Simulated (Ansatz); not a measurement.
A relaxation of cell and atoms of a 6-atom cell of SiO₂ built on the rutile structure (relaxed group P4_2/mnm) with Ansatz, at the level PBE. The starting cell was estimated from covalent radii.

```yaml
crystal:
  lattice:
    - [4.40095921, 0.0, 0.0]
    - [0.0, 4.40095921, 0.0]
    - [0.0, 0.0, 2.96256342]
  atoms:
    - { symbol: Si, position: [0.5, 0.5, 0.5] }
    - { symbol: Si, position: [0.0, 0.0, 0.0] }
    - { symbol: O, position: [0.1940277, 0.8059723, 0.5] }
    - { symbol: O, position: [0.8059723, 0.1940277, 0.5] }
    - { symbol: O, position: [0.3059723, 0.3059723, 0.0] }
    - { symbol: O, position: [0.6940277, 0.6940277, 0.0] }
kpoints:
  mp_grid: { grid: [6, 6, 8] }
hamiltonian:
  xc: pbe
scf:
  occupations: { method: fermi_dirac, width: 0.02 }
relax:
  f_tol: 0.005
  cell: {}
output:
  write_density: true
  write_potential: true
  elf: true
  volumetric_format: npy
```

The trajectory has 10 recorded frames, each with positions in Å and forces in eV/Å. The last, and any step after a large change of cell, is solved on a basis re-selected at its cell; pressure is positive in compression.

Step 1: energy 0.0 meV/atom from step 1, largest force component 0.277 eV/Å, pressure -37.11 GPa
```xyz
6
Lattice="4.4010 0.0000 0.0000 0.0000 4.4010 0.0000 0.0000 0.0000 2.9626" Properties=species:S:1:pos:R:3:forces:R:3 pbc="T T T"
Si    2.2005    2.2005    1.4813    0.0000    0.0000    0.0000
Si    0.0000    0.0000    0.0000    0.0000    0.0000    0.0000
O     0.8539    3.5471    1.4813   -0.2769    0.2769    0.0000
O     3.5471    0.8539    1.4813    0.2769   -0.2769    0.0000
O     1.3466    1.3466    0.0000    0.2769    0.2769    0.0000
O     3.0544    3.0544    0.0000   -0.2769   -0.2769    0.0000
```

Step 2: energy -168.5 meV/atom from step 1, largest force component 0.582 eV/Å, pressure -23.26 GPa
```xyz
6
Lattice="4.3281 0.0000 0.0000 0.0000 4.3281 0.0000 0.0000 0.0000 2.8146" Properties=species:S:1:pos:R:3:forces:R:3 pbc="T T T"
Si    2.1641    2.1641    1.4073    0.0000    0.0000    0.0000
Si    0.0000    0.0000    0.0000    0.0000    0.0000    0.0000
O     0.8516    3.4765    1.4073   -0.5820    0.5820    0.0000
O     3.4765    0.8516    1.4073    0.5820   -0.5820    0.0000
O     1.3124    1.3124    0.0000    0.5820    0.5820    0.0000
O     3.0157    3.0157    0.0000   -0.5820   -0.5820    0.0000
```

Step 3: energy -232.9 meV/atom from step 1, largest force component 0.252 eV/Å, pressure +11.20 GPa
```xyz
6
Lattice="4.1852 0.0000 0.0000 0.0000 4.1852 0.0000 0.0000 0.0000 2.6701" Properties=species:S:1:pos:R:3:forces:R:3 pbc="T T T"
Si    2.0926    2.0926    1.3351    0.0000    0.0000    0.0000
Si    0.0000    0.0000    0.0000    0.0000    0.0000    0.0000
O     0.8058    3.3794    1.3351    0.2519   -0.2519    0.0000
O     3.3794    0.8058    1.3351   -0.2519    0.2519    0.0000
O     1.2868    1.2868    0.0000   -0.2519   -0.2519    0.0000
O     2.8984    2.8984    0.0000    0.2519    0.2519    0.0000
```

Step 4: energy -240.2 meV/atom from step 1, largest force component 0.090 eV/Å, pressure -1.42 GPa
```xyz
6
Lattice="4.2383 0.0000 0.0000 0.0000 4.2383 0.0000 0.0000 0.0000 2.7038" Properties=species:S:1:pos:R:3:forces:R:3 pbc="T T T"
Si    2.1191    2.1191    1.3519    0.0000    0.0000    0.0000
Si    0.0000    0.0000    0.0000    0.0000    0.0000    0.0000
O     0.8209    3.4173    1.3519   -0.0899    0.0899    0.0000
O     3.4173    0.8209    1.3519    0.0899   -0.0899    0.0000
O     1.2982    1.2982    0.0000    0.0899    0.0899    0.0000
O     2.9401    2.9401    0.0000   -0.0899   -0.0899    0.0000
```

Step 5: energy -240.8 meV/atom from step 1, largest force component 0.012 eV/Å, pressure +0.11 GPa
```xyz
6
Lattice="4.2422 0.0000 0.0000 0.0000 4.2422 0.0000 0.0000 0.0000 2.6908" Properties=species:S:1:pos:R:3:forces:R:3 pbc="T T T"
Si    2.1211    2.1211    1.3454    0.0000    0.0000    0.0000
Si    0.0000    0.0000    0.0000    0.0000    0.0000    0.0000
O     0.8186    3.4236    1.3454   -0.0122    0.0122    0.0000
O     3.4236    0.8186    1.3454    0.0122   -0.0122    0.0000
O     1.3025    1.3025    0.0000    0.0122    0.0122    0.0000
O     2.9397    2.9397    0.0000   -0.0122   -0.0122    0.0000
```

Step 6: energy -240.8 meV/atom from step 1, largest force component 0.016 eV/Å, pressure +0.08 GPa
```xyz
6
Lattice="4.2411 0.0000 0.0000 0.0000 4.2411 0.0000 0.0000 0.0000 2.6930" Properties=species:S:1:pos:R:3:forces:R:3 pbc="T T T"
Si    2.1205    2.1205    1.3465    0.0000    0.0000    0.0000
Si    0.0000    0.0000    0.0000    0.0000    0.0000    0.0000
O     0.8176    3.4235    1.3465    0.0158   -0.0158    0.0000
O     3.4235    0.8176    1.3465   -0.0158    0.0158    0.0000
O     1.3030    1.3030    0.0000   -0.0158   -0.0158    0.0000
O     2.9381    2.9381    0.0000    0.0158    0.0158    0.0000
```

Step 7: energy -240.8 meV/atom from step 1, largest force component 0.000 eV/Å, pressure 0.00 GPa
```xyz
6
Lattice="4.2418 0.0000 0.0000 0.0000 4.2418 0.0000 0.0000 0.0000 2.6924" Properties=species:S:1:pos:R:3:forces:R:3 pbc="T T T"
Si    2.1209    2.1209    1.3462    0.0000    0.0000    0.0000
Si    0.0000    0.0000    0.0000    0.0000    0.0000    0.0000
O     0.8181    3.4237    1.3462   -0.0001    0.0001    0.0000
O     3.4237    0.8181    1.3462    0.0001   -0.0001    0.0000
O     1.3028    1.3028    0.0000    0.0001    0.0001    0.0000
O     2.9390    2.9390    0.0000   -0.0001   -0.0001    0.0000
```

Step 8: energy -237.5 meV/atom from step 1, largest force component 0.002 eV/Å, pressure -0.89 GPa
```xyz
6
Lattice="4.2418 0.0000 0.0000 0.0000 4.2418 0.0000 0.0000 0.0000 2.6924" Properties=species:S:1:pos:R:3:forces:R:3 pbc="T T T"
Si    2.1209    2.1209    1.3462    0.0000    0.0000    0.0000
Si    0.0000    0.0000    0.0000    0.0000    0.0000    0.0000
O     0.8181    3.4237    1.3462   -0.0017    0.0017    0.0000
O     3.4237    0.8181    1.3462    0.0017   -0.0017    0.0000
O     1.3028    1.3028    0.0000    0.0017    0.0017    0.0000
O     2.9390    2.9390    0.0000   -0.0017   -0.0017    0.0000
```

Step 9: energy -237.7 meV/atom from step 1, largest force component 0.001 eV/Å, pressure 0.00 GPa
```xyz
6
Lattice="4.2365 0.0000 0.0000 0.0000 4.2365 0.0000 0.0000 0.0000 2.6904" Properties=species:S:1:pos:R:3:forces:R:3 pbc="T T T"
Si    2.1183    2.1183    1.3452    0.0000    0.0000    0.0000
Si    0.0000    0.0000    0.0000    0.0000    0.0000    0.0000
O     0.8177    3.4189    1.3452    0.0007   -0.0007    0.0000
O     3.4189    0.8177    1.3452   -0.0007    0.0007    0.0000
O     1.3006    1.3006    0.0000   -0.0007   -0.0007    0.0000
O     2.9359    2.9359    0.0000    0.0007    0.0007    0.0000
```

Step 10: energy -237.5 meV/atom from step 1, largest force component 0.001 eV/Å, pressure -0.03 GPa
```xyz
6
Lattice="4.2365 0.0000 0.0000 0.0000 4.2365 0.0000 0.0000 0.0000 2.6904" Properties=species:S:1:pos:R:3:forces:R:3 pbc="T T T"
Si    2.1183    2.1183    1.3452    0.0000    0.0000    0.0000
Si    0.0000    0.0000    0.0000    0.0000    0.0000    0.0000
O     0.8177    3.4189    1.3452    0.0006   -0.0006    0.0000
O     3.4189    0.8177    1.3452   -0.0006    0.0006    0.0000
O     1.3006    1.3006    0.0000   -0.0006   -0.0006    0.0000
O     2.9359    2.9359    0.0000    0.0006    0.0006    0.0000
```

In 8 steps the volume changed by -15.8 %; between the first SCF and the last, each on a basis chosen for its cell, the energy fell by 238 meV an atom. Final cell: it is tetragonal, P4_2/mnm (No. 136); conventional cell a = 4.237 Å, c = 2.690 Å, 8.05 Å³ an atom. Si is surrounded by 6 O at 1.77–1.84 Å; O is surrounded by 3 Si at 1.77–1.84 Å.

Command: `ansatz run input.yaml --threads 2 --pin off --max-ram 20275MiB --backend cpu --events-out ev --progress --plain --runs-dir out`.

Q: It took 11 s on 2 threads of AMD EPYC 7R13 Processor (Zen 3), on a shared host, load about 3.3 per core. What peak of host memory did it reach?

A: About 0.39 GiB.

Calculated for a static, non-magnetic cell.
